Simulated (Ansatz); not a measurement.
Space group Pm-3m (No. 221). a = 4.024 Å, b = 4.024 Å, c = 4.024 Å, α = 90.00°, β = 90.00°, γ = 90.00°
```tsv
atom	site	symmetry	x	y	z
K	1b	m-3m	0.5000	0.5000	0.5000
Ta	1a	m-3m	0.0000	0.0000	0.0000
O	3d	4/mm.m	0.5000	0.0000	0.0000
```

Equation of state of this KTaO3 structure (not necessarily the ground state), with shape and atoms relaxed at each volume where symmetry leaves them free. Method: Ansatz, DFT PBE, scalar-relativistic, plane waves, PAW.

Settings: cutoff 420 eV, Γ-centred mesh 8×8×8 on the computed 5-atom cell, Gaussian smearing of 0.02 eV; no spin polarisation.

| V (Å³/atom) | E − E(largest V) (meV/atom) | P (GPa) | gap on mesh (eV) |
| --- | --- | --- | --- |
| 11.471 | 74.78 | 31.95 | 2.44 |
| 11.862 | 9.39 | 21.90 | 2.37 |
| 12.253 | -33.40 | 13.38 | 2.30 |
| 12.644 | -56.98 | 6.14 | 2.23 |
| 13.035 | -64.30 | 0.00 | 2.16 |
| 13.427 | -57.72 | -5.21 | 2.09 |
| 13.818 | -39.48 | -9.62 | 2.02 |
| 14.339 | 0.00 | -14.48 | 1.93 |

Task: Fit a third-order Birch–Murnaghan equation to E(V).

Result: V0 = 13.04 Å³/atom, B0 = 188 GPa, B0' = 4.5.

Spin-orbit coupling is left out, which matters for the bands of heavy elements.

Symmetry holds off the tilts and polar distortions that many cubic perovskites undergo.